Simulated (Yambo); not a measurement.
Yambo run on PdCdF₆ (space group R-3, No. 148). The wavefunctions are PBEsol (Quantum ESPRESSO, PseudoDojo norm-conserving, 102 Ry, no spin-orbit coupling) ones on a 2×2×2 mesh (40 occupied bands); a = b = c = 5.648 Å, α = β = γ = 53.19°.

Yambo input:

```
rim_cut
HF_and_locXC
RandQpts= 10000
RandGvec= 1 Ry
EXXRLvcs= 102 Ry
VXCRLvcs= 408 Ry
% QPkrange
 3 | 3 | 40 | 41 |
%
```

k points by index: 3 = F.

Table of the .hf output:

```
#    K-point    Band    Eo [eV]    Ehf [eV]    Vxc [eV]    Vnlxc [eV]
#
    3    40    0.000000    -7.058476    -24.48461    -31.54309
    3    41    1.817215    5.972467    -24.09881    -19.94355
```
Exchange alone, without screening.

Geometry of the Materials Project entry, not relaxed at this level.
